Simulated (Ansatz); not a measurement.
TaTe:
```cif
data_TaTe
_chemical_formula_sum 'Ta1 Te1'
_space_group_name_H-M_alt 'Pm-3m'
_space_group_IT_number 221
_space_group_name_Hall '-P 4 2 3'
_cell_length_a 3.37722
_cell_length_b 3.37722
_cell_length_c 3.37722
_cell_angle_alpha 90.000
_cell_angle_beta 90.000
_cell_angle_gamma 90.000
loop_
_atom_site_label
_atom_site_type_symbol
_atom_site_symmetry_multiplicity
_atom_site_Wyckoff_symbol
_atom_site_fract_x
_atom_site_fract_y
_atom_site_fract_z
_atom_site_occupancy
Ta1 Ta 1 a 0.00000 0.00000 0.00000 1
Te1 Te 1 b 0.50000 0.50000 0.50000 1
```

Relaxed with PBEsol in the plane-wave PAW code Ansatz. Indices refer to the conventional cell of Pm-3m, a = 3.377 Å, b = 3.377 Å, c = 3.377 Å, α = 90.00°, β = 90.00°, γ = 90.00°.

Task: Simulate the powder diffraction pattern (Mo Kα, λ = 0.71073 Å; lines above 1 %) up to 2θ = 45°.

Result: Simulated powder pattern, Mo Kα, λ = 0.71073 Å (kinematic, ideal powder, no thermal factors, no anomalous dispersion; the 30 strongest lines at most, above 1 %, up to 2θ = 45°):

```tsv
2θ (°)	d (Å)	I/Imax (%)	hkl
12.08	3.377	4.0	(100)
17.12	2.388	100	(110)
21.00	1.950	1.6	(111)
24.30	1.689	19	(200)
27.22	1.510	2.4	(210)
29.87	1.379	42	(211)
34.63	1.194	13	(220)
36.80	1.126	1.3	(221)+(300)
38.87	1.068	18	(310)
42.75	0.975	4.4	(222)
```

The start of the workflow was typed in or built on a structure type; neither database checked (COD, Materials Project) lists it. Its standing as an ambient phase is unchecked. Symmetry was held in the PBEsol relaxation; its stability against distortions is not shown here. No spin polarisation was allowed. Scalar-relativistic: spin–orbit coupling is off unless named, which matters more the heavier the elements.

Potentials: the later of the program's two PAW sets.
